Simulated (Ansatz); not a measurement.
SbSi₃₁:
```
CELL_PARAMETERS angstrom
     -5.49714     5.49714     5.49714
      5.49714    -5.49714     5.49714
      5.49714     5.49714    -5.49714
ATOMIC_POSITIONS crystal
  Sb 0.00000 0.00000 0.00000
  Si 0.50000 0.50000 0.00000
  Si 0.50000 0.00000 0.50000
  Si 0.00000 0.50000 0.50000
  Si 0.25131 0.00000 0.49912
  Si 0.75219 0.50088 0.50088
  Si 0.72782 0.00000 0.00000
  Si 0.25131 0.49912 0.00000
  Si 0.00000 0.74850 0.25389
  Si 0.50539 0.25150 0.25150
  Si 0.49461 0.74611 0.74611
  Si 0.00000 0.25389 0.74850
  Si 0.27218 0.27218 0.27218
  Si 0.74869 0.74869 0.24781
  Si 0.74869 0.24781 0.74869
  Si 0.24781 0.74869 0.74869
  Si 0.74850 0.00000 0.25389
  Si 0.25150 0.50539 0.25150
  Si 0.25389 0.00000 0.74850
  Si 0.74611 0.49461 0.74611
  Si 0.50088 0.50088 0.75219
  Si 0.00000 0.00000 0.72782
  Si 0.00000 0.49912 0.25131
  Si 0.49912 0.00000 0.25131
  Si 0.25150 0.25150 0.50539
  Si 0.74611 0.74611 0.49461
  Si 0.74850 0.25389 0.00000
  Si 0.25389 0.74850 0.00000
  Si 0.00000 0.25131 0.49912
  Si 0.50088 0.75219 0.50088
  Si 0.49912 0.25131 0.00000
  Si 0.00000 0.72782 0.00000
```

This is the PBE-relaxed structure.

**Question.** All from PBE (plane waves, PAW; program Ansatz), unless another level is named. Give the electronic character.

**Answer.** metallic (no gap).

**Question.** Predict the density of states at the Fermi level.

**Answer.** 0.15 states/eV per atom (mean over ±0.08 eV).

**Question.** What about the formation energy from the elements (no fitted shifts)?

**Answer.** 0.031 eV/atom.

Space group I-43m. The start of the workflow was typed in or built on a structure type; neither database checked (COD, Materials Project) lists it. Whether it is the stable phase at ambient conditions was not checked. Symmetry was held in the PBE relaxation; whether a distortion lowers the energy is not shown. The references are the lowest solids computed at this level, not always the standard phases. Scalar-relativistic: spin–orbit coupling is off unless named, which matters more the heavier the elements.

Potentials: the later of the program's two PAW sets.
